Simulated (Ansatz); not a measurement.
BaTiO₃: reading a single point

```yaml
crystal:
  lattice:
    - [3.99866, 3.99866, 0.00000]
    - [0.00000, 3.99866, 4.01685]
    - [3.99866, 0.00000, 4.01685]
  atoms:
    - { symbol: Ba, position: [0.00000, 0.00000, 0.00000] }
    - { symbol: Ba, position: [0.50000, 0.50000, 0.50000] }
    - { symbol: Ti, position: [0.25000, 0.25000, 0.25000] }
    - { symbol: Ti, position: [0.75000, 0.75000, 0.75000] }
    - { symbol: O, position: [0.00000, 0.50000, 0.50000] }
    - { symbol: O, position: [0.50000, 0.00000, 0.00000] }
    - { symbol: O, position: [0.00000, 0.00000, 0.50000] }
    - { symbol: O, position: [0.50000, 0.50000, 0.00000] }
    - { symbol: O, position: [0.00000, 0.50000, 0.00000] }
    - { symbol: O, position: [0.50000, 0.00000, 0.50000] }
```

Method: r2SCAN, no spin polarisation; PAW, plane waves to 500 eV, 6×6×6 Γ-centred mesh, fermi-dirac occupations (width 0.1 eV) (Ansatz 0.2.0), atoms fixed.

Q: What is the formation energy?

A: -3.40 eV an atom against the elements' usual phases (free molecules for gases, crystals otherwise, with no correction for O₂ or N₂), so it is bound against them; other compounds may still compete. Relaxing would lower it.

Q: Metal or insulator? Give the gap.

A: The gap is 2.14 eV, direct at the points sampled. A semilocal functional usually gives too small a gap.

Q: Describe some of the short contacts.

A: Ti–O at 2.00 Å: least valence density 0.63 e/Å³ and ELF 0.19 there. Ba–O at 2.83 Å: least valence density 0.17 e/Å³ and ELF 0.08 there, a closed-shell (ionic or weak) contact. Both are smooth PAW fields, read partly inside the augmentation spheres.

Q: What is the character of the valence top and the conduction bottom?

A: Within 0.7 eV of the edges, the states project mainly on O p (95 %) below the gap and on Ti d (91 %) above it.

Q: Which element gives electrons and which takes them?

A: Bader charges in e: Ba +1.58, Ti +2.32, O -1.30. In the mean Ti gives up most and O takes most.

Q: Is the cell too large or too small?

A: The pressure is -1.4 GPa (compression positive), so with the atoms held at these fractions the cell would first shrink.

Origin: a database entry at a rescaled volume.
